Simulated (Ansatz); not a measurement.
SiS₂ in space group Ibam (No. 72; S on 8j, Si on 4a), DFT-PBE in the program Ansatz with PAW potentials. The conduction-band minimum lies on the G0–X line, 16 % of the way from G0, with 2 equivalent valleys. Second derivatives d²E/dk² of the lowest band at one valley (eV·Å²), along Cartesian directions:

```csv
direction,d²E/dk²
[100],5.463
[010],4.700
[001],10.56
[110],5.079
[101],8.013
[011],7.632
```

### Question
Find the principal effective masses, the density-of-states mass and the conductivity mass.

### Answer
Off-diagonal terms follow from H_xy = H[110] − (H_xx + H_yy)/2, and m*/mₑ = 7.620 eV·Å² over each eigenvalue: 0.72, 1.4, 1.6. One valley's DOS mass (m₁m₂m₃)^(1/3) = 1.2, conductivity mass 3/(Σ 1/mᵢ) = 1.1 mₑ.

### Question
What effective density of states Nc follows at 300 K for parabolic valleys?

### Answer
Nc = 2.509e19 × 2 × (1.2)^(3/2) ≈ 6.6e19 cm⁻³.

The PBE relaxation kept the symmetry of its start. The volume lies over 15 % above that of the usual cell of this phase: another minimum, or an error of the functional. A crystal of weakly bound chains computed without a dispersion correction: the cell and the soft elastic constants depend strongly on that.

Potentials: the later of the program's two PAW sets.

Edges and masses are those of Kohn–Sham bands, whose gap is no quasiparticle gap.
